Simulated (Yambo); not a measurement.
```xyz
8
Lattice="2.9691 -5.1398 -0.0020 2.9691 5.1398 -0.0020 -1.9151 0.0000 5.8786" Properties=species:S:1:pos:R:3 pbc="T T T"
Al     2.9691    -3.4275    -0.0020
Al     2.9691     3.4275    -0.0020
Cl     3.1794     0.0000     4.5360
Cl     0.8438     0.0000     1.3385
Cl     4.0287     1.8329     1.3256
Cl    -0.0055    -1.8329     4.5489
Cl    -0.0055     1.8329     4.5489
Cl     4.0287    -1.8329     1.3256
```

Response from Yambo on PBEsol (pw.x of Quantum ESPRESSO, ONCV potentials, no spin-orbit coupling) bands: 4×4×4 mesh, 131 bands, 3 Ry local-field block, 0.2 eV broadening.

### Question
Give the static electronic dielectric constant without and with local fields along each axis.

### Answer
```json
[
 {"field along": "x", "ε(0), independent particles": "3.70", "ε(0), RPA with local fields": "3.12", "refractive index √ε": "1.77"},
 {"field along": "y", "ε(0), independent particles": "3.70", "ε(0), RPA with local fields": "3.12", "refractive index √ε": "1.77"},
 {"field along": "z", "ε(0), independent particles": "3.52", "ε(0), RPA with local fields": "2.69", "refractive index √ε": "1.64"}
]
```
Electronic (clamped-ion) response only. PBEsol gaps are usually too small, which raises these values. Convergence of the RPA response with its 4×4×4 mesh was not tested. x, y and z are Cartesian axes of the cell as given.

Geometry relaxed with PBE+D3(BJ).
